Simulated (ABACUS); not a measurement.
Energy against volume for GaCuSe2 (I-42d, 8 atoms in the cell; from Materials Project mp-4840): the cell is scaled uniformly, and the atoms keep their fractional positions.

```xyz
8
Lattice="-2.8014 2.8014 5.5552 2.8014 -2.8014 5.5552 2.8014 2.8014 -5.5552" Properties=species:S:1:pos:R:3 pbc="T T T"
Ga     2.8014     0.0000     2.7776
Ga     0.0000     0.0000     5.5552
Cu     0.0000     2.8014     2.7776
Cu     0.0000     0.0000     0.0000
Se     1.4007     1.3795    -1.3888
Se     1.3795     4.2021     1.3888
Se     1.4007     1.4219     4.1664
Se     1.4219    -1.4007     6.9440
```

Computed with ABACUS with PBE, numerical atomic orbitals DZP (confined pseudo-atomic orbitals with Gaussian additions; energy shift 0.01 Ry), PseudoDojo 0.5 standard norm-conserving PBE (tails mended) pseudopotentials.

Held fixed: basis = DZP numerical atomic orbitals, energy shift 0.01 Ry; KPT = Gamma 4 4 4 0 0 0; basis_type = lcao; ecutwfc = 100 Ry; smearing_method = gaussian; smearing_sigma = 0.00734986 Ry; potentials = PseudoDojo 0.5 standard norm-conserving PBE (tails mended); symmetry = 1; symmetry_prec = 1e-05; ks_solver = scalapack_gvx; scf_nmax = 100; scf_thr = 1.0e-06; mixing_type = pulay.

The atom-centred basis is finite, which shifts total energies, pressures, gaps and forces against plane waves. The structure comes from a collection of computed structures, made at another level of theory; the collection holds predicted forms beside known ones.

```
V (Å³/atom)  V/V(base)  ΔF (meV/atom, from the lowest row)  pressure (GPa)
-----------  ---------  ----------------------------------  --------------
20.490           0.940                                63.9            9.31
20.926           0.960                                41.5            7.22
21.362           0.980                                24.5            5.33
21.580           0.990                                17.8            4.47
21.798           1.000                                12.3            3.65
22.016           1.010                                 7.9            2.87
22.234           1.020                                 4.5            2.14
22.669           1.040                                 0.5            0.79
23.105           1.060                                 0.0           -0.40
```

### Question
Estimate the equilibrium volume and the bulk modulus from these points.

### Answer
A third-order Birch-Murnaghan fit gives V0 = 22.95 Å³/atom and B0 = 63 GPa (largest residual 0.03 meV/atom). V0 and B0 belong to these fixed fractional positions and this cell shape; relaxing them, where they are free, usually lowers B0.

The atomic orbitals were generated for these runs; they are not ABACUS's published sets and were checked against plane waves on a few crystals only.

“Tails mended”: in these copies of the files the far tail of each local potential was reset to the Coulomb form.
